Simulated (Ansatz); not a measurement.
Ba₂H₃I in space group P-3m1 (No. 164; Ba on 2d, H on 2d, H on 1b, I on 1a) at seven volumes, r²SCAN (plane waves, PAW; program Ansatz), shape and atoms relaxed at each. One row is withheld.

```csv
V (Å³/atom),P (GPa)
21.642,3.35
22.355,2.05
23.069,?
23.782,0.00
24.496,-0.82
25.209,-1.50
25.923,-2.08
```

Question: Fit the shown pressures and predict the withheld one.

Answer: P = (3/2)B₀(x^(7/2) − x^(5/2))[1 + (3/4)(B′ − 4)(x − 1)] with x = (V₀/V)^(2/3). Least squares on the six rows gives V₀ = 23.777 Å³/atom, B₀ = 29.1 GPa, B′ = 4.32. At V = 23.069, x = 1.0204 and P = 0.94 GPa. The run itself gave 0.94 GPa.

The workflow started from a Materials Project entry (that database holds measured and hypothetical structures alike); the Crystallography Open Database copy checked does not list it. Its standing as an ambient phase is unchecked. The r²SCAN relaxation kept the symmetry of its start; its stability against distortions is not shown here. Spin–orbit coupling is left out wherever it is not named.

Potentials: the later of the program's two PAW sets.
